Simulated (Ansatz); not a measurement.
The relaxed structure here is a generated cell of CsVBr3: the first start was made by placing the elements on the sites of a structure type, and the end was not matched to a known phase here, so it may be hypothetical.

One starting cell of CsVBr₃ (a generated cell, CsVBr3 built in the AFLOW prototype AB3C_hR10_148_c_f_c (as in TiFeO3)) was relaxed twice with Ansatz (plane waves, PAW, scalar-relativistic): with r2SCAN at 500 eV and with PBE at 420 eV. The r2SCAN result:

```cif
data_Br18Cs6V6
_chemical_formula_sum 'V6 Br18 Cs6'
_space_group_name_H-M_alt 'R-3 :H'
_space_group_IT_number 148
_space_group_name_Hall '-R 3'
_cell_length_a 7.11619
_cell_length_b 7.11619
_cell_length_c 24.20476
_cell_angle_alpha 90.000
_cell_angle_beta 90.000
_cell_angle_gamma 120.000
loop_
_atom_site_label
_atom_site_type_symbol
_atom_site_symmetry_multiplicity
_atom_site_Wyckoff_symbol
_atom_site_fract_x
_atom_site_fract_y
_atom_site_fract_z
_atom_site_occupancy
V1 V 6 c 0.00000 0.00000 0.33379 1
Br1 Br 18 f 0.37879 0.00077 0.06150 1
Cs1 Cs 6 c 0.00000 0.00000 0.15223 1
```
(The calculation used a cell of 10 atoms; values per cell refer to that cell.)

| quantity | r2SCAN | PBE |
|---|---|---|
| space group | R-3 | R-3 |
| volume (Å³/atom) | 35.38 | ? |
| a (Å) | 7.116 | ? |
| c (Å) | 24.205 | ? |
| gap (eV, no spin-orbit coupling) | 2.27 | ? |
| spin order | ferromagnetic | ? |
| net moment (μB/atom) | 0.60 | ? |

### Question
Fill in the PBE column.

### Answer

- volume (Å³/atom), PBE: 36.07
- a (Å), PBE: 7.198
- c (Å), PBE: 24.117
- gap (eV, no spin-orbit coupling), PBE: 1.19
- spin order, PBE: ferromagnetic
- net moment (μB/atom), PBE: 0.60

Both levels end in the same structure; PBE's volume is 1.9 % larger; its gap is 1.08 eV smaller. Neither column is exact.

Spin states reached: ferromagnetic; spin orders were not searched systematically. The d or f electrons are treated with no Hubbard U.

The run could not lose the symmetry of its start, so the end can be a saddle point.

Ansatz is an electronic-structure program.
